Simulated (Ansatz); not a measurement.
## Cost of a DFT run on Ti₁₁BiO₂₄

```yaml
crystal:
  lattice:
    - [4.5922, 4.5922, 0.0]
    - [-4.5922, 4.5922, 0.0]
    - [0.0, 0.0, 8.8722]
  atoms:
    - { symbol: Bi, position: [0.0, 0.0, 0.0] }
    - { symbol: Ti, position: [0.0, 0.0, 0.3333333333] }
    - { symbol: Ti, position: [0.0, 0.0, 0.6666666667] }
    - { symbol: Ti, position: [0.5, 0.5, 0.0] }
    - { symbol: Ti, position: [0.5, 0.5, 0.3333333333] }
    - { symbol: Ti, position: [0.5, 0.5, 0.6666666667] }
    - { symbol: Ti, position: [0.5, 0.0, 0.1666666667] }
    - { symbol: Ti, position: [0.5, 0.0, 0.5] }
    - { symbol: Ti, position: [0.5, 0.0, 0.8333333333] }
    - { symbol: Ti, position: [0.0, 0.5, 0.1666666667] }
    - { symbol: Ti, position: [0.0, 0.5, 0.5] }
    - { symbol: Ti, position: [0.0, 0.5, 0.8333333333] }
    - { symbol: O, position: [0.30496, 0.0, 0.0] }
    - { symbol: O, position: [0.30496, 0.0, 0.3333333333] }
    - { symbol: O, position: [0.30496, 0.0, 0.6666666667] }
    - { symbol: O, position: [0.80496, 0.5, 0.0] }
    - { symbol: O, position: [0.80496, 0.5, 0.3333333333] }
    - { symbol: O, position: [0.80496, 0.5, 0.6666666667] }
    - { symbol: O, position: [0.5, 0.30496, 0.1666666667] }
    - { symbol: O, position: [0.5, 0.30496, 0.5] }
    - { symbol: O, position: [0.5, 0.30496, 0.8333333333] }
    - { symbol: O, position: [0.0, 0.80496, 0.1666666667] }
    - { symbol: O, position: [0.0, 0.80496, 0.5] }
    - { symbol: O, position: [0.0, 0.80496, 0.8333333333] }
    - { symbol: O, position: [0.69504, 0.0, 0.0] }
    - { symbol: O, position: [0.69504, 0.0, 0.3333333333] }
    - { symbol: O, position: [0.69504, 0.0, 0.6666666667] }
    - { symbol: O, position: [0.19504, 0.5, 0.0] }
    - { symbol: O, position: [0.19504, 0.5, 0.3333333333] }
    - { symbol: O, position: [0.19504, 0.5, 0.6666666667] }
    - { symbol: O, position: [0.5, 0.69504, 0.1666666667] }
    - { symbol: O, position: [0.5, 0.69504, 0.5] }
    - { symbol: O, position: [0.5, 0.69504, 0.8333333333] }
    - { symbol: O, position: [0.0, 0.19504, 0.1666666667] }
    - { symbol: O, position: [0.0, 0.19504, 0.5] }
    - { symbol: O, position: [0.0, 0.19504, 0.8333333333] }
total_charge: -1
kpoints:
  mp_grid: { grid: [3, 3, 2] }
scf:
  occupations: { method: fermi_dirac, width: 0.01 }
hamiltonian:
  xc: pbe
  pseudopotentials: { kind: paw }
output:
  forces: true
  stress: true
  populations: true
  efg:
    quadrupole_moments_barn: { Bi: -0.516, Ti: 0.247, O: -0.02558 }
    contact_densities: true
relax:
  f_tol: 0.03
  max_steps: 40
```

```sh
ansatz run input.yaml --threads 1 --pin off --max-ram 3072MiB --backend cpu --events-out ev --progress --plain --runs-dir out
```

It runs on 1 thread of Arm Neoverse V1 (aarch64; 8 cores open to the job, memory cap 3.0 GiB, no GPU), a shared host with a load of 0.6 a core.

Question: Estimate the wall time and the peak memory.

Answer: About 4.9 min of wall time (4.9 min of CPU time) and 1 GiB. The run holds 292 valence electrons in 182 bands, about 7337 plane waves a k-point and 8 irreducible k-points, and took 49 SCF iterations, over 7 ionic steps. Times on a shared host vary by tens of per cent.
